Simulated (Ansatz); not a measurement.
**Zr6CdIn2: reading a single point**

```xyz
9
Lattice="8.5709 0.0000 0.0000 -4.2854 7.4226 0.0000 0.0000 0.0000 3.6361" Properties=species:S:1:pos:R:3 pbc="T T T"
Zr    2.1693    0.0000    1.8181
Zr    3.2008    5.5439    1.8181
Zr   -1.0846    1.8787    1.8181
In   -0.0004    4.9486    1.8181
In    4.2859    2.4740    1.8181
Cd    0.0000    0.0000    0.0000
Zr    5.1725    0.0000    0.0000
Zr    1.6992    2.9431    0.0000
Zr   -2.5863    4.4795    0.0000
```

Level: r2SCAN, no spin polarisation; 500 eV; 5×5×9 Γ-centred mesh; fermi-dirac occupations (width 0.1 eV); Ansatz 0.2.0, fixed geometry.

(1) What does the stress say?

(2) Give the Bader charges.

(3) Is it stable against the elements?

(4) What happens at the Fermi level?

(5) Describe some of the short contacts.

(6) Where is the largest force?

Origin: a known structure type with other elements, at an estimated volume, so it need not be a known compound. Caveats: many states at the Fermi level without spin polarisation, so a magnetic state may lie lower.

Results:

(1) The pressure is -8.4 GPa (compression positive), so with the atoms held at these fractions the cell would first shrink; the forces are large, so a full relaxation may end otherwise. The principal stresses -9.5, -9.5, -6.2 GPa differ, so its shape would change too.

(2) Bader charges in e: Zr +0.79 to +0.83, Cd -1.90, In -1.49. In the mean Zr gives up most and Cd takes most.

(3) -0.05 eV an atom against the elements' usual phases (free molecules for gases, crystals otherwise, with no correction for O₂ or N₂), so it is bound against them; other compounds may still compete. Relaxing would lower it.

(4) It is a metal, with about 11 states/eV a cell as the mean within 0.25 eV of the Fermi level, mostly Zr d (83 %).

(5) Zr–Cd at 2.83 Å: least valence density 0.24 e/Å³ and ELF 0.17 there. In–Zr at 3.20 Å: least valence density 0.16 e/Å³ and ELF 0.23 there. Zr–Zr at 3.49 Å: least valence density 0.12 e/Å³ and ELF 0.27 there. Both are smooth PAW fields, read partly inside the augmentation spheres.

(6) The largest is on Zr1 (and as large on other atoms): 1.20 eV/Å, components (1.20, 0.00, 0.00). It makes 140° with the line to a nearest neighbour, Cd6 at 2.83 Å, pointing away from it.
